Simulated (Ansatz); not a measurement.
Starting cell, WSi₂ (MoSi2 type, space group I4/mmm):

```
CELL_PARAMETERS angstrom
     -1.60615     1.60615     3.90288
      1.60615    -1.60615     3.90288
      1.60615     1.60615    -3.90288
ATOMIC_POSITIONS crystal
  W  0.00000 0.00000 0.00000
  Si 0.33486 0.33486 0.00000
  Si 0.66514 0.66514 0.00000
```

The atoms are displaced by Q × the pattern below (from a DFPT mode at Γ, largest move 1; Q in Å), at fixed cell. It is one choice among 2 degenerate patterns.

```tsv
atom	x	y	z
Si2	0.000	1.000	0.000
Si3	0.000	-1.000	0.000
```

Atoms not listed stay in place.

The numbers are results of r2SCAN (plane waves to 500 eV, PAW, scalar-relativistic; Ansatz, a quantum-chemistry and plane-wave program), not measurements. k mesh 20×20×20 (Γ-centred), Fermi-Dirac smearing 0.05 eV. With partly filled bands, energies and forces of such displacements shift with the k mesh and the smearing. Spin-orbit coupling is left out, though W is heavy. The PAW data are Ansatz's earlier set. WSi2 is run without spin polarisation. WSi2 was relaxed with its symmetry unable to fall.

At one point of the scan the forces (eV/Å) are:

```csv
atom,Fx,Fy,Fz
W1,0.000,0.000,0.000
Si2,0.000,0.601,0.019
Si3,0.000,-0.601,-0.019
```

Which point is it?
A. Q = -0.050 Å
B. Q = -0.017 Å
C. Q = -0.067 Å
D. Q = -0.083 Å

A, Q = -0.050 Å

(For displaced atoms, the force is minus the slope of the energy, and its curvature is a force constant, which sets phonon frequencies.)
